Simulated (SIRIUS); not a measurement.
Consider a self-consistent single point of H₄NF (P6_3mc, 12 atoms in the cell; from Materials Project mp-23794, changed as shown).

```
H4NF
1.0
    4.37726     0.00000     0.00000
   -2.18863     3.79082     0.00000
    0.00000     0.00000     7.01621
H N F
8 2 2
Cartesian
  2.18863   0.28715   6.47645
  0.84563   2.03899   2.96835
  3.03426   1.75183   6.47645
  0.00000   3.50366   2.96835
  1.34300   1.75183   6.47645
 -0.84563   2.03899   2.96835
  0.00000   2.52721   1.60412
  2.18863   1.26360   5.11222
  0.00000   2.52721   2.62904
  2.18863   1.26360   6.13715
  0.00000   2.52721   6.99965
  2.18863   1.26360   3.49155
```

Method: PBEsol, GBRV PBEsol ultrasoft pseudopotentials (plane waves; SIRIUS).

SIRIUS settings:

- parameters.ngridk = 7 7 4
- parameters.xc_functionals = [XC_GGA_X_PBE_SOL, XC_GGA_C_PBE_SOL]
- parameters.gk_cutoff = 6.325 1/bohr
- parameters.pw_cutoff = 14.143 1/bohr
- parameters.smearing = gaussian
- parameters.smearing_width = 0.000734986 Ha
- potentials = GBRV PBEsol ultrasoft pseudopotentials
- parameters.electronic_structure_method = pseudopotential
- parameters.num_bands = 20
- parameters.num_mag_dims = 0
- parameters.num_dft_iter = 100
- parameters.energy_tol = 1e-07 Ha
- parameters.density_tol = 1e-06
- mixer.type = broyden2
- mixer.beta = 0.3
- mixer.use_hartree = true

Results:

- Number of valence electrons = 32
- Number of bands = 20
- Number of k-points after the program's reduction = 24
- Number of plane waves (most at a k-point) = 3393
- Number of SCF iterations = 18
- FFT grid = 40 × 40 × 64
- Free energy E − TS = -1999.2165 eV
- Pressure = 4.74 GPa
- Largest force (vector length) = 1.432 eV/Å

Forces (eV/Å):
| atom | Fx | Fy | Fz |
|---|---|---|---|
| H1 | 0.000 | -0.988 | 0.374 |
| H2 | 0.856 | -0.494 | 0.374 |
| H3 | 0.856 | 0.494 | 0.374 |
| H4 | 0.000 | 0.988 | 0.374 |
| H5 | -0.856 | 0.494 | 0.374 |
| H6 | -0.856 | -0.494 | 0.374 |
| H7 | 0.000 | 0.000 | -1.432 |
| H8 | 0.000 | 0.000 | -1.432 |
| N9 | 0.000 | 0.000 | 0.383 |
| N10 | 0.000 | 0.000 | 0.383 |
| F11 | 0.000 | 0.000 | -0.072 |
| F12 | 0.000 | 0.000 | -0.072 |

Stress (GPa, positive for compression):
```
4.19  0.00  0.00
0.00  4.19  0.00
0.00  0.00  5.84
```

For comparison: a first run was changed to give this one (lattice vector c scaled by 0.99), and from it to this one the free energy goes up by 3.1 meV/atom, the pressure goes from 3.91 to 4.74 GPa and the largest force goes from 1.021 to 1.432 eV/Å.

Forces above 1 eV/Å remain at this geometry. The structure comes from a collection of computed structures, made at another level of theory; the collection holds predicted forms beside known ones. Its lattice was then scaled.

Cost on one core: around 30 core-seconds (rough).
